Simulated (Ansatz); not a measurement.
A geometry of Ir away from equilibrium: step 2 of the relaxation of a relaxed Ir cell, doubled along one cell vector, shaken by Gaussian noise of σ = 0.08 Å a coordinate. Computed with PBEsol (plane waves to 420 eV, PAW, scalar-relativistic; Ansatz, a quantum-chemistry and plane-wave program). Γ-centred k-mesh 9×5×7 on the run's cell (coarser than for final values), Fermi–Dirac smearing 0.05 eV.

```xyz
8
Lattice="4.1936 0.0064 0.0003 -4.1825 7.3379 0.0104 0.0003 0.0070 4.8423" Properties=species:S:1:pos:R:3:forces:R:3 pbc="T T T" free_energy=-94380.309 pressure_GPa=-1.9
Ir    -0.0415     0.0125     1.0754   -0.3178   -0.3220    0.2076
Ir    -2.1660     3.5637     1.2651   -0.6805   -0.1723   -0.5247
Ir     0.0327    -0.0930     3.5415    0.6416   -0.4292   -1.6231
Ir    -2.0768     3.7401     3.6111   -0.1093    0.3161   -0.4758
Ir    -0.0816     2.3417     1.3129    0.1288    0.2724    1.0285
Ir    -2.1103     6.0537     1.1245   -0.0583   -0.5469   -1.0933
Ir     2.1201     1.2021     3.5898   -0.0195    0.6020   -0.3461
Ir    -0.0261     4.8788     4.0777    0.4150    0.2799    2.8268
```

Positions in Å, forces in eV/Å, free energy of the cell in eV (comparable only within this code, potentials and settings). Largest force: 2.87 eV/Å, on Ir8 (atoms numbered as listed); the geometry lies 1.42 eV/atom above the end of its relaxation.

No spin polarisation in the result.

The end of the path is a generated cell of Ir: the first start was made by placing the elements on the sites of a structure type, and the end was not matched to a known phase here, so it may be hypothetical. Known forms of Ir include space group No. 225.
